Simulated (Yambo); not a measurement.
Material: NaCoO2 (space group R-3m, No. 166); a = 5.3807 Å, b = 5.3807 Å, c = 5.3807 Å, α = 31.14°, β = 31.14°, γ = 31.14° (4 atoms in the cell). Cell and atoms were relaxed with PBEsol from Materials Project entry mp-18921, within its symmetry.

With PBEsol (pw.x of Quantum ESPRESSO, ONCV potentials, without SOC), the gap between the mesh's edge points ((0.333, 0.333, -0.5) → (0.167, 0.167, -0.5)) is 0.859 eV.

What does a G0W0 run in Yambo give for it (6×6×6 Γ-centred k mesh, bands 6 to 65 and a 7 Ry block in the screening, 65 bands in G with the Bruneval-Gonze terminator, plasmon pole fitted at 27.2 eV)?

The correction is 0.963 eV, giving 1.822 eV, 2.1 times the PBEsol value. The mesh misses a band edge: along a dense path the PBEsol gap is 0.75 eV against 0.86 eV on the mesh. Convergence of the G0W0 settings was not tested. The 3d shell has no Hubbard U; the runs are without spin polarisation, and magnetic order was not tried.

The structure is a Materials Project entry; no match was found in the copy of COD used, and its stability was not checked.
